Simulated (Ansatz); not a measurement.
Ti$_{3}$InN (anti-perovskite, Pm-3m) under volume change, DFT-LDA in the program Ansatz with PAW potentials, scaled uniformly.

| V (Å³/atom) | E − E(relaxed) (meV/atom) | P (GPa) |
|---|---|---|
| 12.635 | 74.4 | 20.70 |
| 13.052 | 31.3 | 12.69 |
| 13.468 | 7.4 | 5.85 |
| 13.885 | 0.0 | 0.00 |
| 14.301 | 6.7 | -4.99 |
| 14.718 | 25.3 | -9.26 |
| 15.135 | 54.3 | -12.91 |

**Question.** What does a third-order Birch–Murnaghan fit give for V₀, B₀ and B′?

**Answer.** V₀ = 13.89 Å³/atom, B₀ = 180 GPa, B′ = 4.2.

The workflow started from a Materials Project entry (that database holds measured and hypothetical structures alike); the Crystallography Open Database copy checked does not list it. Its standing as an ambient phase is unchecked. Symmetry was held in the LDA relaxation; of distortions, only those at the zone centre were tested. The run is not spin-polarised.

Potentials: the later of the program's two PAW sets.
